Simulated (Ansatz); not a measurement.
LiVO2 in space group R-3m (No. 166; V on 3b, O on 6c, Li on 3a) under volume change, DFT-r²SCAN in the program Ansatz with PAW potentials, shape and atoms relaxed at each volume.

```json
[
 {"V (Å³/atom)": "8.096", "E − E(relaxed) (meV/atom)": "35.7", "P (GPa)": "15.59"},
 {"V (Å³/atom)": "8.363", "E − E(relaxed) (meV/atom)": "14.9", "P (GPa)": "9.50"},
 {"V (Å³/atom)": "8.630", "E − E(relaxed) (meV/atom)": "3.5", "P (GPa)": "4.34"},
 {"V (Å³/atom)": "8.897", "E − E(relaxed) (meV/atom)": "0.0", "P (GPa)": "0.02"},
 {"V (Å³/atom)": "9.164", "E − E(relaxed) (meV/atom)": "3.2", "P (GPa)": "-3.71"},
 {"V (Å³/atom)": "9.431", "E − E(relaxed) (meV/atom)": "12.1", "P (GPa)": "-6.83"},
 {"V (Å³/atom)": "9.698", "E − E(relaxed) (meV/atom)": "25.8", "P (GPa)": "-9.54"}
]
```

Task: What does a third-order Birch–Murnaghan fit give for V₀, B₀ and B′?

Result: V₀ = 8.90 Å³/atom, B₀ = 134 GPa, B′ = 4.5.

The workflow started from an entry of the Crystallography Open Database (COD). Its standing as an ambient phase is unchecked. The r²SCAN relaxation kept the symmetry of its start; whether a distortion lowers the energy is not shown. The final state is ferromagnetic, the only order run, not a proven ground state. The cell computed holds one magnetic atom, so no antiferromagnetic order was within reach. Other orbital occupations within this spin state were not tried. No Hubbard U is applied.

Potentials: the later of the program's two PAW sets.
